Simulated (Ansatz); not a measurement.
**Rocksalt alloy of MgO and CdO (6 of 32 Mg sites exchanged), 64 atoms**

Level of theory: DFT, PBEsol, PAW, plane waves in Ansatz 0.2.0.

Command (of this form; memory limits and the device number are left out):

```sh
ansatz run in.yaml --threads 7 --pin off --runs-dir r --events-out ev --progress --plain
```

The input less its lattice and atoms:

```yaml
crystal:
  symmetry: { detect: false }
kpoints:
  mp_grid: { grid: [1, 1, 1], shift: [0.25, 0.25, 0.25] }
hamiltonian:
  xc: pbesol
scf:
  occupations: { method: fermi_dirac, width: 0.01 }
relax:
  f_tol: 0.03
  max_steps: 80
  escape_saddle: false
  adjacent_minimum: "off"
  cell: { fix: [shape] }
output:
  forces: true
  eigenvalues: true
  populations: true
```

Start:

```
O Mg Cd
1.0
     8.60975    0.00000    0.00000
     0.00000    8.60975    0.00000
     0.00000    0.00000    8.60975
O Mg Cd
32 26 6
Cartesian
  2.1588 0.0106 0.0077
  2.1013 8.6060 4.2917
  2.1586 4.3030 8.6046
  2.1925 4.3015 4.3010
  6.4386 0.0017 8.6013
  6.4882 8.5964 4.2996
  6.4661 4.2900 0.0002
  6.4593 4.3442 4.3120
  8.5785 2.1617 8.6069
  0.0197 2.1356 4.2742
  8.5934 6.4927 8.6044
  0.0212 6.4262 4.3317
  4.2898 2.1184 0.0336
  4.3155 2.1760 4.2840
  4.2978 6.4659 8.5937
  4.2929 6.4656 4.2932
  8.6018 8.5957 2.1615
  8.6045 0.0328 6.4587
  8.5917 4.3040 2.1970
  0.0024 4.2907 6.4584
  4.3153 0.0337 2.1433
  4.2704 0.0082 6.4670
  4.3133 4.3417 2.1560
  4.3432 4.2837 6.4805
  2.1742 2.1774 2.1762
  2.1801 2.1940 6.4804
  2.1504 6.4758 2.1709
  2.1661 6.4119 6.4454
  6.4925 2.1919 2.1683
  6.4459 2.1394 6.4230
  6.4287 6.4390 2.1349
  6.4538 6.4235 6.4750
  8.5755 8.5871 0.0234
  8.5892 0.0201 4.3251
  0.0319 4.3040 0.0123
  8.6087 4.3046 4.3022
  4.3152 8.5933 0.0012
  4.2968 4.3118 8.6079
  4.2794 4.3189 4.2794
  2.1124 2.1697 8.5933
  2.1365 2.1264 4.3302
  6.4560 2.1160 0.0054
  6.4836 2.1321 4.3009
  6.4485 6.4176 0.0225
  6.4508 6.4412 4.3113
  2.1760 0.0098 2.1589
  2.1263 0.0029 6.4624
  2.1602 4.2831 6.4724
  6.4256 0.0336 2.1561
  6.4572 8.6037 6.4850
  6.4632 4.3077 2.1801
  6.4421 4.3171 6.4700
  0.0092 6.4282 2.1472
  0.0291 6.4342 6.4498
  4.3011 2.2006 2.1483
  4.2921 2.1364 6.4807
  4.3035 6.4471 2.1399
  4.3043 6.4563 6.4691
  4.3206 0.0182 4.2649
  2.1741 6.4667 8.6079
  2.1317 6.5103 4.3005
  2.1465 4.2973 2.1763
  0.0150 2.1846 2.1822
  8.6044 2.1276 6.4673
```

Steps:

| step | energy less the first (eV) | largest force component (eV/Å) | pressure (GPa) |
| --- | --- | --- | --- |
| start | 0.000 | 2.711 | 5.69 |
| 1 | -2.988 | 0.999 | 0.24 |
| 2 | -3.749 | 0.176 | -0.03 |
| 3 | -3.768 | 0.020 | 0.02 |
| 4 | -3.817 | 0.020 | 0.13 |
| 5 | -3.816 | 0.003 | 0.01 |

A structure on the way, about -3.75 eV from the start:

```xyz
64
Lattice="8.6581 0.0000 0.0000 0.0000 8.6581 0.0000 0.0000 0.0000 8.6581" Properties=species:S:1:pos:R:3 pbc="T T T"
O     2.1342    0.1293    8.6480
O     2.0274    0.1414    4.3558
O     2.1430    4.1905    8.5476
O     2.1398    4.2026    4.4512
O     6.5148    0.0293    8.6552
O     6.6018    0.0328    4.3411
O     6.5034    4.2995    8.6420
O     6.5115    4.3012    4.3514
O     8.6324    2.1775    0.0073
O     8.6352    2.2034    4.3328
O     8.5287    6.4828    0.0036
O     8.5328    6.4814    4.3323
O     4.3479    2.1840    0.0058
O     4.3412    2.2758    4.3299
O     4.4533    6.4680    0.0093
O     4.4586    6.3727    4.3300
O     8.6474    8.5342    2.1478
O     0.0044    8.5294    6.5173
O     8.5390    4.4732    2.1670
O     8.6398    4.4586    6.5016
O     4.3450    8.6271    2.0519
O     4.3250    8.6239    6.6096
O     4.4341    4.3556    2.1459
O     4.3400    4.3539    6.5161
O     2.3110    2.0481    2.1746
O     2.3010    2.1373    6.4961
O     2.2025    6.6298    2.1706
O     2.2028    6.5084    6.4974
O     6.3746    2.1447    2.1717
O     6.3672    2.1513    6.4891
O     6.4683    6.5196    2.1705
O     6.4680    6.5051    6.4937
Mg    8.6257    8.6329    0.0011
Mg    8.6336    8.6401    4.3372
Mg    8.5984    4.3561    8.6344
Mg    8.5995    4.3592    4.3624
Mg    4.3643    0.0123    0.0007
Mg    4.3837    4.3121    8.6422
Mg    4.3818    4.3168    4.3555
Mg    2.2158    2.1514    8.6326
Mg    2.1945    2.1685    4.3662
Mg    6.4560    2.1665    8.6564
Mg    6.4644    2.1834    4.3399
Mg    6.4893    6.4890    8.6567
Mg    6.4982    6.4774    4.3391
Mg    2.1768    0.0216    2.1367
Mg    2.1740    0.0181    6.5259
Mg    2.1934    4.3054    6.5003
Mg    6.4882    8.6460    2.1461
Mg    6.4827    8.6405    6.5147
Mg    6.4779    4.3471    2.1672
Mg    6.4693    4.3462    6.4985
Mg    8.5749    6.5116    2.1655
Mg    8.5998    6.4928    6.4997
Mg    4.3519    2.1671    2.1435
Mg    4.3406    2.1826    6.5185
Mg    4.4019    6.4934    2.1414
Mg    4.3780    6.4696    6.5203
Cd    4.3352    0.0071    4.3319
Cd    2.1621    6.4993    8.6560
Cd    2.1500    6.4948    4.3413
Cd    2.1742    4.3150    2.1706
Cd    8.6511    2.1549    2.1699
Cd    8.6549    2.1645    6.5001
```

End:

```xyz
64
Lattice="8.6589 0.0000 0.0000 0.0000 8.6589 0.0000 0.0000 0.0000 8.6589" Properties=species:S:1:pos:R:3 pbc="T T T"
O     2.1322    0.1271    8.6503
O     2.0275    0.1411    4.3566
O     2.1374    4.1884    8.5479
O     2.1289    4.1986    4.4507
O     6.5119    0.0255    8.6562
O     6.5996    0.0304    4.3401
O     6.5008    4.3021    8.6447
O     6.5104    4.3055    4.3505
O     8.6264    2.1763    0.0065
O     8.6263    2.2020    4.3303
O     8.5303    6.4867    0.0045
O     8.5325    6.4818    4.3284
O     4.3484    2.1822    0.0051
O     4.3451    2.2768    4.3314
O     4.4528    6.4668    0.0070
O     4.4591    6.3712    4.3305
O     8.6486    8.5353    2.1468
O     8.6588    8.5274    6.5162
O     8.5484    4.4764    2.1632
O     8.6434    4.4634    6.5048
O     4.3481    8.6315    2.0537
O     4.3285    8.6253    6.6094
O     4.4313    4.3544    2.1473
O     4.3415    4.3504    6.5157
O     2.3137    2.0534    2.1761
O     2.3024    2.1402    6.4984
O     2.2181    6.6327    2.1758
O     2.2075    6.5089    6.4980
O     6.3752    2.1477    2.1698
O     6.3700    2.1523    6.4924
O     6.4725    6.5180    2.1707
O     6.4721    6.5019    6.4955
Mg    8.6347    8.6371    0.0010
Mg    8.6378    8.6350    4.3363
Mg    8.6132    4.3512    8.6386
Mg    8.6151    4.3541    4.3588
Mg    4.3550    0.0144    0.0023
Mg    4.3763    4.3143    8.6454
Mg    4.3759    4.3182    4.3547
Mg    2.2168    2.1514    8.6417
Mg    2.1975    2.1675    4.3557
Mg    6.4590    2.1633    0.0011
Mg    6.4703    2.1792    4.3355
Mg    6.4896    6.4958    0.0005
Mg    6.4996    6.4793    4.3360
Mg    2.1643    0.0229    2.1414
Mg    2.1657    0.0170    6.5216
Mg    2.1863    4.3088    6.5004
Mg    6.4919    8.6522    2.1484
Mg    6.4899    8.6466    6.5143
Mg    6.4812    4.3428    2.1675
Mg    6.4766    4.3425    6.4992
Mg    8.5757    6.5130    2.1672
Mg    8.6022    6.4956    6.5010
Mg    4.3516    2.1679    2.1488
Mg    4.3376    2.1827    6.5167
Mg    4.3917    6.4952    2.1453
Mg    4.3710    6.4762    6.5216
Cd    4.3264    0.0036    4.3307
Cd    2.1595    6.4964    0.0023
Cd    2.1508    6.4936    4.3406
Cd    2.1695    4.3193    2.1705
Cd    0.0002    2.1582    2.1697
Cd    0.0079    2.1633    6.4968
```

The calculation finished and met its thresholds.

Time: 53 s of wall time on 7 threads of a Neoverse-V2 processor, on a host shared with other runs; peak host memory 1.7 GiB.

How much energy did the relaxation gain, and which atom moved most?

3.82 eV in 5 steps, from a start with small random displacements; atom 4 (O) moved 0.19 Å, the median atom 0.06 Å (drift of the whole cell removed).
